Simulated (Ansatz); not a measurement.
An ordered 8-atom cell of In₄BiP₃ on the zincblende lattice (I-42m) at its r2SCAN geometry, run in the PAW code Ansatz at 2 levels of theory. Spin-unpolarised throughout. Whether this structure exists isn't addressed.

The r2SCAN input:
```yaml
crystal:
  lattice:
    - [-3.0575215596, 3.0575215596, 6.0906817047]
    - [3.0575215596, -3.0575215596, 6.0906817047]
    - [3.0575215596, 3.0575215596, -6.0906817047]
  atoms:
    - { symbol: P, position: [0.25, 0.75, 0.5] }
    - { symbol: In, position: [0.8626655243, 0.4024762927, 0.0] }
    - { symbol: P, position: [0.5, 0.5, 0.0] }
    - { symbol: In, position: [0.1373344757, 0.1373344757, 0.5398107684] }
    - { symbol: P, position: [0.75, 0.25, 0.5] }
    - { symbol: In, position: [0.4024762927, 0.8626655243, 0.0] }
    - { symbol: Bi, position: [0.0, 0.0, 0.0] }
    - { symbol: In, position: [0.5975237073, 0.5975237073, 0.4601892316] }
kpoints:
  mp_grid: { grid: [6, 6, 6] }
  band_path:
    path:
      - [0.0, 0.0, 0.0]
      - [0.0, 0.0, 0.5]
      - [0.25, 0.25, 0.25]
      - [0.0, 0.5, 0.0]
      - [0.5, 0.5, -0.5]
      - [0.313000973, 0.686999027, -0.313000973]
      - [-0.313000973, 0.313000973, 0.313000973]
      - [-0.1260019459, 0.1260019459, 0.5]
      - [0.5, 0.5, -0.1260019459]
    npoints: 1
hamiltonian:
  xc: r2scan
scf:
  occupations: { method: fermi_dirac, width: 0.02 }
  n_extra_bands: 6
output:
  forces: true
  stress: true
  eigenvalues: true
```

Main results, then, where recorded, the levels near the gap in eV from the Fermi energy (columns number the bands from 0), one row a point of the path (Γ, X, P, N, M, S, S₀, R, G):
```
Crystal: 8 atoms, lattice volume = 227.753 Å³
Symmetry: 8 space group operations
Space group: I-42m (ITA 121)
```
```
Basis set: ecut = 500 eV, 5783 PW (Γ)
k-points: 30 of 216 (time reversal used)
SCF 1 converged in 7 iterations: F = -37137.855752 eV  dr2 = 1.63e-8
Free energy (F): -37137.855752 eV
Internal energy: -37137.855710 eV  (E = F + TS)
E sigma→0 (E₀):  -37137.855731 eV
Entropy (-TS):   -0.000042 eV (-0.005 meV/atom)
Fermi energy:    6.951839 eV
--- Forces (eV/Å), atoms counted from 1 ---
  atom   1  P       0.00000      0.00000      0.00000
  atom   2  In    -0.00002      0.00002    -0.00013
  atom   3  P       0.00000      0.00000      0.00000
  atom   4  In    -0.00002    -0.00002      0.00013
  atom   5  P       0.00000      0.00000      0.00000
  atom   6  In      0.00002    -0.00002    -0.00013
  atom   7  Bi      0.00000      0.00000      0.00000
  atom   8  In      0.00002      0.00002      0.00013
--- Stress (GPa, compression-positive) ---
       -0.001799       0.000000       0.000000
        0.000000      -0.001799       0.000000
        0.000000       0.000000      -0.002049
  P = ⅓ Tr σ = -0.0019 GPa (-0.019 kbar)
```
```tsv
band_38	band_39	band_40	band_41	band_42	band_43
-0.124	-0.094	-0.094	0.077	1.680	1.931
-1.013	-0.677	-0.517	1.007	1.226	2.357
-1.581	-0.676	-0.676	1.829	1.829	2.126
-1.688	-1.420	-0.854	2.598	2.747	3.039
-1.976	-1.019	-1.019	1.177	2.026	2.086
-1.734	-1.018	-0.885	1.939	2.469	2.704
-1.734	-1.018	-0.885	1.939	2.469	2.704
-1.196	-0.967	-0.736	1.338	1.604	2.901
-1.196	-0.967	-0.736	1.338	1.604	2.901
```

r2SCAN gives a direct gap of 0.17 eV at Γ.

**Question.** In the first input these blocks are replaced (the band path and keys that only write files left aside):
```yaml
kpoints:
  mp_grid: { grid: [4, 4, 4] }
hamiltonian:
  xc: hse06
```
What comes out?

**Answer.**
```
Basis set: ecut = 420 eV, 4469 PW (Γ)
k-points: 13 of 64 (time reversal used)
SCF 1 converged in 9 iterations: F = -37055.963855 eV  dr2 = 5.43e-10
Exchange kernel: α = 0.2500, screened, ω = 0.2079 Å⁻¹, Wigner–Seitz truncation, v(0) = 1046.8504 eV·Å³, q-mesh 4×4×4
SCF 2 stopped early in 6 iterations: F = -37077.277282 eV  dr2 = 6.97e-6
hybrid outer 1: dexx = +3.400e-2 eV, tail = 4.91e-5 eV
SCF 3 converged in 7 iterations: F = -37077.276724 eV  dr2 = 7.26e-11
hybrid outer 2: dexx = +1.393e-6 eV, tail = 1.20e-8 eV, Δε = 1.11e-3 eV, ΔF = 8.49e-4 eV/Å
Free energy (F): -37077.276724 eV
Fermi energy:    6.888303 eV
--- Forces (eV/Å), atoms counted from 1 ---
  atom   1  P       0.00000      0.00000      0.00000
  atom   2  In    -0.01753      0.01753    -0.01484
  atom   3  P       0.00000      0.00000      0.00000
  atom   4  In    -0.01753    -0.01753      0.01484
  atom   5  P       0.00000      0.00000      0.00000
  atom   6  In      0.01753    -0.01753    -0.01484
  atom   7  Bi      0.00000      0.00000      0.00000
  atom   8  In      0.01753      0.01753      0.01484
--- Stress (GPa, compression-positive) ---
       -0.265358       0.000000       0.000000
        0.000000      -0.265358       0.000000
        0.000000       0.000000      -0.286664
  P = ⅓ Tr σ = -0.2725 GPa (-2.725 kbar)
```
```tsv
band_38	band_39	band_40	band_41	band_42	band_43
-0.254	-0.222	-0.222	0.206	1.849	2.191
-1.168	-0.831	-0.651	1.205	1.422	2.647
-1.795	-0.824	-0.824	2.067	2.067	2.358
-1.879	-1.625	-0.999	2.873	3.072	3.354
-2.208	-1.175	-1.175	1.349	2.201	2.336
-1.928	-1.173	-1.053	2.146	2.755	2.986
-1.928	-1.173	-1.053	2.146	2.755	2.986
-1.353	-1.113	-0.890	1.546	1.804	3.236
-1.353	-1.113	-0.890	1.546	1.804	3.236
```
With HSE06 the gap is 0.43 eV and direct, at Γ. The mean stress, -0.3 GPa, is small, and the program warns that its thresholds are loose for a hybrid's stress.

The hybrids run on coarser meshes, which limits their stresses and small splittings of levels.

Totals of different functionals can't be compared.

Spin-orbit coupling is left out; in compounds of Pb, Bi, Tl or Hg it can lower a gap by up to about 1 eV, split its edges or invert the bands.
